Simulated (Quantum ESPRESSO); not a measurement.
# Si2PAlC4: one run as intended and one with a planted mistake

A calculation, not a measurement. The program is pw.x of Quantum ESPRESSO 7.5 (plane-wave density functional theory). The cell is made up: 8 atoms on a zincblende/diamond lattice, with randomly drawn elements, strain and displacements, not relaxed. PseudoDojo standard norm-conserving files (v0.5 for PBE, v0.4.1 for LDA and PBEsol) set the functional; there is no spin polarisation, spin-orbit coupling or dispersion term, and the masses in the input are unused placeholders.

Intended input:

```
&control calculation='scf', pseudo_dir='./dojo.nc.sr.pbe.v0_5.standard.upf', outdir='./o', disk_io='medium', tprnfor=.true., tstress=.true. /
&system ibrav=0, nat=8, ntyp=4, nbnd=22, ecutwfc=82.02448710, nosym=.true., tot_charge=0,
 occupations='smearing', smearing='fd', degauss=0.0018374661
/
&electrons conv_thr=7.350e-09, electron_maxstep=60, /
ATOMIC_SPECIES
Al 1.0 Al.upf
C 1.0 C.upf
P 1.0 P.upf
Si 1.0 Si.upf
CELL_PARAMETERS angstrom
4.3686 0.0513 -0.0769
0.0513 4.3615 -0.0118
-0.0769 -0.0118 4.3418
ATOMIC_POSITIONS angstrom
Si -0.0507 0.0858 0.0532
P 0.0061 2.208 2.182
Al 2.1495 0.0627 2.202
Si 2.2609 2.1771 -0.0269
C 1.1538 1.0666 1.0247
C 1.0334 3.3275 3.2215
C 3.2618 1.1812 3.2152
C 3.3159 3.3774 1.0221
K_POINTS automatic
4 4 4 1 1 1
```

The log is shortened where brackets say so; the opening notice, blank lines, dates and the lines on written files are dropped, and the path of the files is cut. It prints rydbergs, bohrs and kilobars, and counts compression as positive stress.

Log of the intended run:

```
     Program PWSCF v.7.5
     Parallel version (MPI & OpenMP), running on       1 processor cores
     Number of MPI processes:                 1
     Threads/MPI process:                     1
     [start-up lines left out]
     bravais-lattice index     =            0
     lattice parameter (alat)  =       8.2573  a.u.
     unit-cell volume          =     558.0157 (a.u.)^3
     number of atoms/cell      =            8
     number of atomic types    =            4
     number of electrons       =        32.00
     number of Kohn-Sham states=           22
     kinetic-energy cutoff     =      82.0245  Ry
     charge density cutoff     =     328.0979  Ry
     scf convergence threshold =      7.3E-09
     mixing beta               =       0.7000
     number of iterations used =            8  plain     mixing
     Exchange-correlation= PBE
                           (   1   4   3   4   0   0   0)
     [axes and pseudopotential details left out]
   Cartesian axes
     site n.     atom                  positions (alat units)
         1        Si     tau(   1) = (  -0.0116030   0.0196358   0.0121751  )
         2        P      tau(   2) = (   0.0013960   0.5053120   0.4993617  )
         3        Al     tau(   3) = (   0.4919239   0.0143492   0.5039388  )
         4        Si     tau(   4) = (   0.5174184   0.4982403  -0.0061562  )
         5        C      tau(   5) = (   0.2640530   0.2440968   0.2345078  )
         6        C      tau(   6) = (   0.2364988   0.7615152   0.7372566  )
         7        C      tau(   7) = (   0.7464794   0.2703236   0.7358148  )
         8        C      tau(   8) = (   0.7588605   0.7729351   0.2339128  )
     number of k points=    32  Fermi-Dirac smearing, width (Ry)=  0.0018
                       cart. coord. in units 2pi/alat
        k(    1) = (   0.1258303   0.1240988   0.1283656), wk =   0.0625000
        k(    2) = (   0.1302532   0.1247277   0.3800451), wk =   0.0625000
     [further k points left out]
     Dense  grid:    55989 G-vectors     FFT dimensions: (  48,  48,  48)
     Estimated max dynamical RAM per process >      64.80 MB
     Initial potential from superposition of free atoms
     starting charge      31.9960, renormalised to      32.0000
     Starting wfcs are   32 randomized atomic wfcs
     total cpu time spent up to now is        5.2 secs
     per-process dynamical memory:    50.8 Mb
     Self-consistent Calculation
     iteration #  1     ecut=    82.02 Ry     beta= 0.70
     Davidson diagonalization with overlap
     ethr =  1.00E-02,  avg # of iterations =  3.5
     total cpu time spent up to now is       15.1 secs
     total energy              =     -82.82921940 Ry
     estimated scf accuracy    <       1.90215639 Ry
     iteration #  2     ecut=    82.02 Ry     beta= 0.70
     Davidson diagonalization with overlap
     ethr =  5.94E-03,  avg # of iterations =  2.0
     total cpu time spent up to now is       25.1 secs
     total energy              =     -83.37865297 Ry
     estimated scf accuracy    <       0.98397327 Ry
     [iterations 3 to 9 left out]
     iteration # 10     ecut=    82.02 Ry     beta= 0.70
     Davidson diagonalization with overlap
     ethr =  2.12E-09,  avg # of iterations =  2.0
     total cpu time spent up to now is       96.8 secs
     total energy              =     -83.56147598 Ry
     estimated scf accuracy    <       0.00000004 Ry
     iteration # 11     ecut=    82.02 Ry     beta= 0.70
     Davidson diagonalization with overlap
     ethr =  1.39E-10,  avg # of iterations =  3.3
     total cpu time spent up to now is      105.1 secs
     End of self-consistent calculation
     [lines on levels left out]
!    total energy              =     -83.56147599 Ry
     estimated scf accuracy    <          7.1E-09 Ry
     smearing contrib. (-TS)   =      -0.00000000 Ry
     internal energy E=F+TS    =     -83.56147599 Ry
     The total energy is F=E-TS. E is the sum of the following terms:
     one-electron contribution =      21.24008557 Ry
     hartree contribution      =       9.76910164 Ry
     xc contribution           =     -30.27862610 Ry
     ewald contribution        =     -84.29203710 Ry
     convergence has been achieved in  11 iterations
     Forces acting on atoms (cartesian axes, Ry/au):
     atom    1 type  4   force =     0.06092971   -0.07138259   -0.02949261
     atom    2 type  3   force =     0.01507073    0.02928081   -0.01318488
     atom    3 type  1   force =     0.00760328   -0.05143264   -0.00325539
     atom    4 type  4   force =    -0.05059355    0.08410843   -0.00251069
     atom    5 type  2   force =    -0.08580510    0.11401854    0.00726132
     atom    6 type  2   force =    -0.03519537   -0.07988507    0.04902144
     atom    7 type  2   force =     0.05378959    0.06504870   -0.01547419
     atom    8 type  2   force =     0.03420071   -0.08975617    0.00763501
     Total force =     0.265287     Total SCF correction =     0.000073
     Computing stress (Cartesian axis) and pressure
          total   stress  (Ry/bohr**3)                   (kbar)     P=       79.62
   0.00060737  -0.00025900   0.00060552           89.35      -38.10       89.07
  -0.00025900   0.00047037   0.00003573          -38.10       69.19        5.26
   0.00060552   0.00003573   0.00054591           89.07        5.26       80.31
     init_run     :      4.85s CPU      5.08s WALL (       1 calls)
     electrons    :     93.24s CPU     99.88s WALL (       1 calls)
     forces       :      1.67s CPU      1.72s WALL (       1 calls)
     stress       :      6.61s CPU      6.68s WALL (       1 calls)
     [timing details left out]
     PWSCF        :   1m46.55s CPU   1m53.62s WALL
     JOB DONE.
```

A second run has one planted mistake: two atoms have their elements exchanged. The input lines that differ, file-writing options aside:

```
- Si 2.2609 2.1771 -0.0269
+ C 2.2609 2.1771 -0.0269
- C 1.1538 1.0666 1.0247
+ Si 1.1538 1.0666 1.0247
```

Its log:

```
     Program PWSCF v.7.5
     Parallel version (MPI & OpenMP), running on       4 processor cores
     Number of MPI processes:                 4
     Threads/MPI process:                     1
     [start-up lines left out]
     bravais-lattice index     =            0
     lattice parameter (alat)  =       8.2573  a.u.
     unit-cell volume          =     558.0157 (a.u.)^3
     number of atoms/cell      =            8
     number of atomic types    =            4
     number of electrons       =        32.00
     number of Kohn-Sham states=           22
     kinetic-energy cutoff     =      82.0245  Ry
     charge density cutoff     =     328.0979  Ry
     scf convergence threshold =      7.3E-09
     mixing beta               =       0.7000
     number of iterations used =            8  plain     mixing
     Exchange-correlation= PBE
                           (   1   4   3   4   0   0   0)
     [axes and pseudopotential details left out]
   Cartesian axes
     site n.     atom                  positions (alat units)
         1        Si     tau(   1) = (  -0.0116030   0.0196358   0.0121751  )
         2        P      tau(   2) = (   0.0013960   0.5053120   0.4993617  )
         3        Al     tau(   3) = (   0.4919239   0.0143492   0.5039388  )
         4        C      tau(   4) = (   0.5174184   0.4982403  -0.0061562  )
         5        Si     tau(   5) = (   0.2640530   0.2440968   0.2345078  )
         6        C      tau(   6) = (   0.2364988   0.7615152   0.7372566  )
         7        C      tau(   7) = (   0.7464794   0.2703236   0.7358148  )
         8        C      tau(   8) = (   0.7588605   0.7729351   0.2339128  )
     number of k points=    32  Fermi-Dirac smearing, width (Ry)=  0.0018
                       cart. coord. in units 2pi/alat
        k(    1) = (   0.1258303   0.1240988   0.1283656), wk =   0.0625000
        k(    2) = (   0.1302532   0.1247277   0.3800451), wk =   0.0625000
     [further k points left out]
     Dense  grid:    55989 G-vectors     FFT dimensions: (  48,  48,  48)
     Estimated max dynamical RAM per process >      83.60 MB
     Estimated total dynamical RAM >     293.38 MB
     Initial potential from superposition of free atoms
     starting charge      31.9960, renormalised to      32.0000
     Starting wfcs are   32 randomized atomic wfcs
     total cpu time spent up to now is        1.4 secs
     per-process dynamical memory:    61.4 Mb
     Self-consistent Calculation
     iteration #  1     ecut=    82.02 Ry     beta= 0.70
     Davidson diagonalization with overlap
     ethr =  1.00E-02,  avg # of iterations =  3.8
     total cpu time spent up to now is        2.7 secs
     total energy              =     -82.43141935 Ry
     estimated scf accuracy    <       1.01076958 Ry
     iteration #  2     ecut=    82.02 Ry     beta= 0.70
     Davidson diagonalization with overlap
     ethr =  3.16E-03,  avg # of iterations =  2.0
     total cpu time spent up to now is        3.8 secs
     total energy              =     -82.59525718 Ry
     estimated scf accuracy    <       0.81850107 Ry
     [iterations 3 to 9 left out]
     iteration # 10     ecut=    82.02 Ry     beta= 0.70
     Davidson diagonalization with overlap
     ethr =  1.34E-09,  avg # of iterations =  2.2
     total cpu time spent up to now is       12.7 secs
     total energy              =     -82.78325520 Ry
     estimated scf accuracy    <       0.00000002 Ry
     iteration # 11     ecut=    82.02 Ry     beta= 0.70
     Davidson diagonalization with overlap
     ethr =  5.07E-11,  avg # of iterations =  5.1
     total cpu time spent up to now is       14.1 secs
     End of self-consistent calculation
     [lines on levels left out]
!    total energy              =     -82.78325521 Ry
     estimated scf accuracy    <          5.1E-09 Ry
     smearing contrib. (-TS)   =      -0.00008712 Ry
     internal energy E=F+TS    =     -82.78316809 Ry
     The total energy is F=E-TS. E is the sum of the following terms:
     one-electron contribution =      22.81912476 Ry
     hartree contribution      =       8.78303210 Ry
     xc contribution           =     -30.09328785 Ry
     ewald contribution        =     -84.29203710 Ry
     convergence has been achieved in  11 iterations
     Forces acting on atoms (cartesian axes, Ry/au):
     atom    1 type  4   force =    -0.26888852   -0.32149172   -0.26509000
     atom    2 type  3   force =    -0.14082126    0.13899273    0.13463656
     atom    3 type  1   force =     0.24342423   -0.29355658    0.29089674
     atom    4 type  2   force =     0.06560444    0.09055687   -0.07639015
     atom    5 type  4   force =     0.14390315    0.44576655   -0.15603021
     atom    6 type  2   force =    -0.00101807   -0.08589352    0.06991524
     atom    7 type  2   force =    -0.02521963    0.14137653    0.04284727
     atom    8 type  2   force =    -0.01698434   -0.11575086   -0.04078545
     Total force =     0.919476     Total SCF correction =     0.000068
     Computing stress (Cartesian axis) and pressure
          total   stress  (Ry/bohr**3)                   (kbar)     P=      382.00
   0.00277305  -0.00022063   0.00186613          407.93      -32.46      274.52
  -0.00022063   0.00229235   0.00005901          -32.46      337.22        8.68
   0.00186613   0.00005901   0.00272492          274.52        8.68      400.85
     init_run     :      1.33s CPU      1.35s WALL (       1 calls)
     electrons    :     12.47s CPU     12.64s WALL (       1 calls)
     forces       :      0.23s CPU      0.23s WALL (       1 calls)
     stress       :      0.73s CPU      0.73s WALL (       1 calls)
     [timing details left out]
     PWSCF        :     14.86s CPU     15.07s WALL
     JOB DONE.
```

|  | intended run | run with the mistake |
| --- | --- | --- |
| free energy (eV) | -1136.912 | -1126.324 |
| smearing term -TS (eV) | 0.0000 | -0.0012 |
| pressure (GPa) | 7.96 | 38.20 |
| largest force component (eV/Å) | 2.932 | 11.461 |
| largest change of a force component (eV/Å) |  | 8.530 |
| iterations | 11 | 11 |

For scale, a rerun of the intended cell at 1347 eV and a 6 x 6 x 6 mesh moved values by no more than 0.007 eV in energy, 0.07 GPa in stress and 0.003 eV/Å in force.